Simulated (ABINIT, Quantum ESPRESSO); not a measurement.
This is a calculation of BPd4 for ABINIT 10.8.3 (patched build). Atoms were shifted at random by some hundredths of an Å from the given cell, which wasn't relaxed again for these runs. The cell comes from a database or a generator and needn't be the stable form of this composition.

File run.abi:

```
# Pseudopotentials
pp_dirpath "./"
pseudos "Pd.GGA_PBE-JTH.xml, B.GGA_PBE-JTH.xml"

# Structure
acell 3*1.0
rprim
     5.4651445883     0.0000000000     0.0000000000
     0.0000000000     8.2486692652     0.0000000000
     0.0000000000     0.0000000000    11.0668314495
ntypat 2
znucl 46 5
natom 5
typat 1 1 1 1 2
xred
     0.4997860000    -0.0013280000     0.1979700000
     0.0072420000    -0.0162850000     0.6056660000
     0.0008850000     0.5186000000     0.3229410000
     0.5020220000     0.5034260000     0.8645260000
     0.4972590000    -0.0053940000     0.8653290000
chkprim 0
chksymtnons 0
tolsym 1.0e-6

# Plane-wave basis
ecut 598.650497 eV
pawecutdg 44.0
pawxcdev 0
pawovlp 30

# k points
kptopt 1
ngkpt 9 6 5
nshiftk 1
shiftk 0.0 0.0 0.0

# Exchange and correlation
ixc 11

# Bands and occupations
nband 45
occopt 3
tsmear 0.05 eV

# SCF cycle
nstep 100
tolvrs 1.0e-9

# Output
iomode 3
prtwf 0
prtden 0
prteig 0
prtebands 0
```

Potentials or basis: JTH PAW PBE v2.0.

Launch:

```sh
$ abinit run.abi > log 2>&1
```

Q: What does the same run look like in Quantum ESPRESSO 7.5? Potentials or basis there: SSSP 1.3 efficiency PBE, cutoff 816 eV.

A: As run (cutoffs and basis follow the program's own potentials, and thresholds, step limits or extra output files can differ):

pw.in

```
&CONTROL
  calculation = 'scf'
  prefix = 'pwscf'
  outdir = './tmp'
  pseudo_dir = './pseudo'
  tprnfor = .true.
  tstress = .true.
  disk_io = 'nowf'
/
&SYSTEM
  ibrav = 0
  nat = 5
  ntyp = 2
  ecutwfc = 60
  ecutrho = 440
  nbnd = 49
  occupations = 'smearing'
  smearing = 'fd'
  degauss = 0.00367493
/
&ELECTRONS
  conv_thr = 1d-09
  electron_maxstep = 120
  mixing_beta = 0.5
/
ATOMIC_SPECIES
Pd   106.4200 Pd_ONCV_PBE-1.0.oncvpsp.upf
B     10.8100 b_pbe_v1.4.uspp.F.UPF
CELL_PARAMETERS angstrom
   2.8920299704    0.0000000000    0.0000000000
   0.0000000000    4.3650077954    0.0000000000
   0.0000000000    0.0000000000    5.8563150000
ATOMIC_POSITIONS crystal
Pd     0.4997860000   -0.0013280000    0.1979700000
Pd     0.0072420000   -0.0162850000    0.6056660000
Pd     0.0008850000    0.5186000000    0.3229410000
Pd     0.5020220000    0.5034260000    0.8645260000
B      0.4972590000   -0.0053940000    0.8653290000
K_POINTS automatic
9 6 5 0 0 0
```

Potentials or basis: SSSP 1.3 efficiency PBE.

Run with:

```bash
$ OMP_NUM_THREADS=1 pw.x -in pw.in > pw.out
```

Both were run:

|  | ABINIT | Quantum ESPRESSO |
| --- | --- | --- |
| Pressure | -1.3 GPa | -1.3 GPa |
| Largest force | 1.412 eV/Å | 1.430 eV/Å |
| Energy over the undisturbed cell | 27.5 meV/atom | 27.9 meV/atom |

Pressure is positive in compression.
